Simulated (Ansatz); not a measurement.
## SrNiI2O5 in Ansatz, settings compared

input.yaml:

```yaml
crystal:
  lattice:
    - [0.0, 6.188383, 0.0]
    - [3.994491, 0.0, 0.0]
    - [1.997245, 3.094192, -6.076237]
  atoms:
    - { symbol: Sr, position: [0.0, 0.0, 0.0] }
    - { symbol: I, position: [0.7023, 0.2023, 0.5954] }
    - { symbol: I, position: [0.2977, 0.7977, 0.4046] }
    - { symbol: Ni, position: [0.5, 0.5, 0.0] }
    - { symbol: O, position: [0.112, 0.356, 0.288] }
    - { symbol: O, position: [0.6, 0.356, 0.288] }
    - { symbol: O, position: [0.888, 0.644, 0.712] }
    - { symbol: O, position: [0.4, 0.644, 0.712] }
    - { symbol: O, position: [0.5, 0.0, 0.0] }
  symmetry: { tolerance: 0.0003 }
kpoints:
  mp_grid: { grid: [5, 5, 5], shift: [0, 0, 0] }
magnetization:
  spin_polarized: false
scf:
  occupations: { method: fermi_dirac }
hamiltonian:
  pseudopotentials: { kind: paw }
  xc: r2scan
basis:
  ecutwfc: 500
output:
  forces: true
  stress: true
  eigenvalues: true
```

The command:

```bash
ansatz run input.yaml --threads 1 --pin off --max-ram 2560MiB --backend cpu --events-out ev --progress --plain --runs-dir out
```

Origin of the cell: a known structure type with other elements, at an estimated volume, so it need not be a known compound.

The smearing width isn't typed, so it takes its default of 0.1 eV.

Output of this run (shortened):

```
SCF iter   1: F=—  HF=-27288.242622 eV  Δρ=1.86e-2  dr2=3.73e-1  dr2_τ=1.16e-1  defer=22
SCF iter   2: F=—  HF=-27288.391984 eV  Δρ=1.39e-2  dr2=1.85e-1  dr2_τ=3.74e-3  defer=27
SCF iter   3: F=—  HF=-27288.383731 eV  Δρ=5.58e-3  dr2=3.66e-2  dr2_τ=2.84e-4  defer=27
SCF iter   4: F=—  HF=-27288.382519 eV  Δρ=1.98e-3  dr2=4.73e-3  dr2_τ=4.74e-5  defer=27
SCF iter   5: F=—  HF=-27288.382328 eV  Δρ=6.05e-4  dr2=5.19e-4  dr2_τ=2.64e-6  defer=27
SCF iter   6: F=—  HF=-27288.382317 eV  Δρ=5.62e-5  dr2=2.30e-6  dr2_τ=4.81e-7  defer=27
SCF iter   7: F=—  HF=-27288.382265 eV  Δρ=9.69e-5  dr2=1.28e-5  dr2_τ=7.16e-8  defer=27
SCF iter   8: F=—  HF=-27288.382265 eV  Δρ=4.11e-5  dr2=2.31e-6  dr2_τ=1.25e-8  defer=27
SCF iter   9: F=-27288.382265 eV  HF=-27288.382265 eV  Δρ=7.16e-6  dr2=7.36e-8  dr2_τ=1.62e-9
SCF 1 converged in 9 iterations: F = -27288.382265 eV  dr2 = 7.36e-8
SCF converged after 9 iterations
Free energy (F): -27288.382265 eV
Harris-Foulkes:  -27288.382265 eV  (|F-HF|=5.91e-8)
Internal energy: -27288.167946 eV  (E = F + TS)
E sigma→0 (E₀):  -27288.275105 eV
Entropy (-TS):   -0.214319 eV (-23.813 meV/atom)
Fermi energy:    8.805078 eV
--- Per-component energies (eV) ---
  E_band       = -1319.993080
  E_kinetic    = 1754.826277
  E_local      = -11189.215530  (includes V_loc(G=0)·N_el)
  E_nonlocal   = 897.436431
  E_hartree    = 4930.633839
  E_xc         = -841.587654
  E_vxc        = -1091.096844  (∫ρ·V_xc dr)
  E_paw        = -14824.315815  (= ΣΔE_a)
  E_vpaw       = -1622.411775  (= ΣTr[D̂ρ^β])
  E_aug_tail   = 0.004974  (compensation charges beyond the density's cutoff)
  E_vtau       = 69.176153  (kinetic-family band-sum trace: ∫τ·v_τ [+ j·A + Jᵃ·Aᵃ] dr)
  E_ewald      = -8015.490764
  E_core_change = -0.459704  (= ΣΔE_core)
  E_smearing   = -0.214319  (= −TS)
  Σ components = -27288.382265   (vs F -27288.382265, Δ=0.00e0)
--- Forces (eV/Å), atoms counted from 1 ---
  atom   1  Sr    -0.000000    -0.000000     0.000000
[… 3 lines left out …]
  atom   5  O      0.000000    -0.254613     0.673363
  atom   6  O      0.000000     0.254613     0.673363
  atom   7  O     -0.000000     0.254613    -0.673363
  atom   8  O     -0.000000    -0.254613    -0.673363
  atom   9  O      0.000000     0.000000     0.000000
  max |Σ_I F_I| component: 2.22e-16 eV/Å
--- Stress (GPa, compression-positive) ---
       -9.523297       0.000000      -0.000000
        0.000000     -12.353549       0.000000
       -0.000000       0.000000     -14.050741
  P = ⅓ Tr σ = -11.9759 GPa (-119.759 kbar)
```

The same input was run again with these changes:

1. `scf.mixing.preconditioner` default → ldos; `hamiltonian.dispersion` default → d3bj; `hamiltonian.xc` r2scan → pbesol
2. `hamiltonian.hubbard` default → { sites: [{ species: Ni, l: d, u_eff: 8.0 }], double_counting: fll }
3. `total_charge` default → 1

```json
{"run": "base", "end": "converged", "SCF iterations": "9", "P (GPa)": "-11.98", "max force component (eV/Å)": "1.080", "moment (μB)": "–", "ΔE(σ→0) (meV/atom)": "0"}
{"run": "1", "end": "converged", "SCF iterations": "11", "P (GPa)": "-15.37", "max force component (eV/Å)": "0.820", "moment (μB)": "–", "ΔE(σ→0) (meV/atom)": "–"}
{"run": "2", "end": "converged", "SCF iterations": "21", "P (GPa)": "-11.00", "max force component (eV/Å)": "1.242", "moment (μB)": "–", "ΔE(σ→0) (meV/atom)": "–"}
{"run": "3", "end": "converged", "SCF iterations": "13", "P (GPa)": "–", "max force component (eV/Å)": "0.899", "moment (μB)": "–", "ΔE(σ→0) (meV/atom)": "–"}
```

Energies are compared only where functional, datasets, charge and starting cell are the same.

Caveats of the base run: no spin polarisation, so a magnetic state may lie lower; no spin-orbit coupling, though heavy elements are present; the k mesh is coarse if the cell is a metal.

Run 3: charged cell with a uniform background, whose pressure depends on convention.

The base run took 28 s on 1 thread of Intel(R) Xeon(R) Platinum 8488C (Sapphire Rapids), with other jobs on the host, peak memory 0.92 GiB, from the program's own first density.
